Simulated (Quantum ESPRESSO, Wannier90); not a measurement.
Tight-binding from DFT: AlAs (zinc blende)

```xyz
2
Lattice="0.0000 2.8379 2.8379 2.8379 0.0000 2.8379 2.8379 2.8379 0.0000" Properties=species:S:1:pos:R:3 pbc="T T T"
Al     0.0000     0.0000     0.0000
As     1.4189     1.4189     1.4189
```

Cell from Materials Project (mp-2172), symmetrised, no further relaxation. COD (Crystallography Open Database) has an entry of this formula and space group (matched by these alone). Method: PBEsol plane waves in Quantum ESPRESSO 7.5 (PseudoDojo norm-conserving files, 68 Ry, no spin polarisation, no spin-orbit coupling), Bloch states on a 10×10×10 mesh through Γ, Wannier90 4.0.1. Density: 10×10×10 mesh, cold smearing 0.01 Ry. Spin-orbit coupling, left out, would split the p-like bands by a few tenths of an eV.

Band 6 is isolated and gives one Wannier function a cell (As2 4s 64 %, Al1 3p 24 %, Al1 3s 10 %; spread 1.73 Å²). Its on-site energy is ε = -10.486 eV relative to the valence-band maximum, and its hoppings t(R) = t(−R) to the nearer images are (images within this range that aren't listed have |t| under 5 meV):

```tsv
R (lattice vectors; −R alike)	distance (Å)	t (eV)
0 0 1	4.01	-0.134
0 1 -1	4.01	-0.134
0 1 0	4.01	-0.134
1 -1 0	4.01	-0.134
1 0 -1	4.01	-0.134
1 0 0	4.01	-0.134
1 -1 -1	5.68	0.006
1 -1 1	5.68	0.006
1 1 -1	5.68	0.006
0 1 -2	6.95	0.009
0 1 1	6.95	0.009
0 2 -1	6.95	0.009
1 -2 0	6.95	0.009
1 -2 1	6.95	0.009
1 0 -2	6.95	0.009
1 0 1	6.95	0.009
1 1 -2	6.95	0.009
1 1 0	6.95	0.009
2 -1 -1	6.95	0.009
2 -1 0	6.95	0.009
2 0 -1	6.95	0.009
```

### Question
Work out the band energy at Γ, X, U, K from these numbers.

### Answer
For one orbital E(k) = ε + Σ_R 2 t(R) cos(2π k·R), the sum over the listed R.
- Γ, k = (0.000, 0.000, 0.000): E = -10.486 + (-0.134)·(12.00) + (0.006)·(6.00) + (0.009)·(24.00) = -11.84 eV; pw.x: -11.85 eV
- X, k = (-0.500, -0.500, 0.000): E = -10.486 + (-0.134)·(-4.00) + (0.006)·(6.00) + (0.009)·(-8.00) = -9.99 eV; pw.x: -9.91 eV
- U, k = (-0.375, -0.375, 0.250): E = -10.486 + (-0.134)·(-3.66) + (0.006)·(2.00) + (0.009)·(4.00) = -9.95 eV; pw.x: -9.94 eV
- K, k = (-0.375, 0.000, 0.375): E = -10.486 + (-0.134)·(-3.66) + (0.006)·(2.00) + (0.009)·(4.00) = -9.95 eV; pw.x: -9.94 eV

At these points the listed shells miss the plane-wave band by up to 0.08 eV, of a width of 1.97 eV on the path. With all its hoppings the model misses the band by 0.1 meV at worst on the whole path, so most of the miss comes from the hoppings not listed.
